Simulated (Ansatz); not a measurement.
FeBiO$_{3}$ in space group R3m (No. 160; Fe on 3a, Bi on 3a, O on 9b), DFT-PBEsol in the program Ansatz with PAW potentials. The conduction-band minimum lies at T, with 1 equivalent valley. Second derivatives d²E/dk² of the lowest band at one valley (eV·Å²), along Cartesian directions:

| direction | d²E/dk² |
|---|---|
| [100] | 5.761 |
| [010] | 5.761 |
| [001] | 4.013 |
| [110] | 5.761 |
| [101] | 4.887 |
| [011] | 4.888 |

Task: Find the principal effective masses, the density-of-states mass and the conductivity mass.

Result: Off-diagonal terms follow from H_xy = H[110] − (H_xx + H_yy)/2, and m*/mₑ = 7.620 eV·Å² over each eigenvalue: 1.3, 1.3, 1.9. One valley's DOS mass (m₁m₂m₃)^(1/3) = 1.5, conductivity mass 3/(Σ 1/mᵢ) = 1.5 mₑ.

Task: What effective density of states Nc follows at 300 K for parabolic valleys?

Result: Nc = 2.509e19 × 1 × (1.5)^(3/2) ≈ 4.6e19 cm⁻³.

The first step of the workflow began from a Materials Project structure, measured or hypothetical; the Crystallography Open Database copy checked does not list it. It is not the phase usual at ambient conditions (space group No. 161). Symmetry was held in the PBEsol relaxation, as lowered by the spin order. At this level the phase is dynamically unstable (imaginary phonons). Spin order of the final state: antiferromagnetic, chosen from 5 collinear starts compared on coarse meshes (ties went to the first, and starts can fall back to one state), not a proven ground state. No Hubbard U is applied. Point labels and valley counts follow the cell and symmetry of the run, lower than the named group. Scalar-relativistic: spin–orbit coupling is off unless named, which matters more the heavier the elements.

Potentials: the earlier of the program's two PAW sets. The files were generated under PBE; for other functionals the program regenerates the frozen cores, and for LDA and PBEsol the local potential too.

Edges and masses are those of Kohn–Sham bands, whose gap is no quasiparticle gap.
